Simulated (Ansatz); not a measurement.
MgRh: moving Mg off its site

MgRh, Pm-3m, a = 3.099 Å (as given, not relaxed at this level: -1.9 GPa). The structure is a COD entry; whether it is the stable form wasn't checked. Ansatz: PBEsol, PAW, 420 eV, Γ-centred 16×16×16 mesh on 2 atoms, Gaussian smearing 0.15 eV; no spin polarisation.

```
Mg Rh
1.0
     3.09920    0.00000    0.00000
     0.00000    3.09920    0.00000
     0.00000    0.00000    3.09920
Mg Rh
1 1
Direct
  0.00000 0.00000 0.00000
  0.50000 0.50000 0.50000
```

Atom 1 (Mg) moves by x along the unit vector (-1.000, 0.000, 0.000), with its periodic images; all else is held. y is the free energy of the cell over the start, F the force along the path summed over the moved atoms. Symmetry makes y even in x.

| x (Å) | y (meV) | F (eV/Å) |
| --- | --- | --- |
| -0.200 | ? | ? |
| -0.100 | 27.9 | 0.56 |
| 0.000 | 0.0 | 0.00 |
| 0.025 | 1.7 | -0.14 |
| 0.050 | 7.0 | -0.28 |
| 0.075 | 15.7 | -0.42 |
| 0.125 | 43.6 | -0.70 |
| 0.150 | 62.8 | -0.83 |
| 0.175 | 85.4 | -0.97 |

Q: Fit y = c2 x² + c4 x⁴ to the energies of the other rows, give the force constant, and predict energy and force of the missing row.

A: Least squares on the rows shown. y = 2793 x² − 124.7 x⁴. The force constant is 2 c2 = 5.59 eV/Å² (for all images moving together, not for a lone atom). With two atoms in a cubic cell this is the optical mode at Γ (in a metal it hangs on mesh and smearing): ω = 521.5 √(2 c2/μ) = 278 cm⁻¹ for μ = 19.66 u. The force −dy/dx at the missing row is 1.11 eV/Å (computed 1.11). At x = -0.200 the fit asked for gives 111.5 meV. The run gave 111.4 meV, so the fit is 0.1 meV too high, a small miss on the scale of the series.